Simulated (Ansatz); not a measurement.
**LaGa2Rh3: what a change of scf.occupations.method, scf.occupations.width does**

Level of theory: PBEsol, no spin polarisation, scalar-relativistic; Ansatz, plane waves to 420 eV (PAW set soft_2), k-mesh 3×3×3. These are the settings of the reference run.

Cell:

```
cell
1.0
     2.8061    4.8604   -3.7733
     2.8061   -4.8604   -3.7733
    -5.6123    0.0000   -3.7733
Ga Rh La
6 9 3
Direct
  0.9656 0.6647 0.2941
  0.6521 0.3342 0.9805
  0.3091 0.0010 0.6340
  0.9804 0.3342 0.6522
  0.6340 0.0010 0.3092
  0.2939 0.6647 0.9657
  0.4693 0.4957 0.4694
  0.6426 0.1818 0.6427
  0.3027 0.8170 0.3028
  0.7995 0.3372 0.3157
  0.4723 0.9991 0.9714
  0.1456 0.6629 0.6307
  0.6306 0.6629 0.1457
  0.3156 0.3372 0.7996
  0.9714 0.9991 0.4723
  0.9697 0.9953 0.9698
  0.6914 0.7116 0.6914
  0.2460 0.2839 0.2461
```

The reference run of this cell is solved again as a single point with these keys changed:

| key | reference run | changed run |
| --- | --- | --- |
| scf.occupations.method | gaussian | cold |
| scf.occupations.width | 0.05 | 0.3 |

Task: Does this change matter?

Result: 

```
                                    quantity  reference run  changed run
energy, changed less reference (meV an atom)              0          0.5
                        largest force (eV/Å)           0.03         0.04
                        gap on the mesh (eV)           0.00         0.00
```

The results hardly move, so these settings together matter little here. It took 10 iterations from the trained starting density.

Caveats: a single point, atoms not relaxed again.
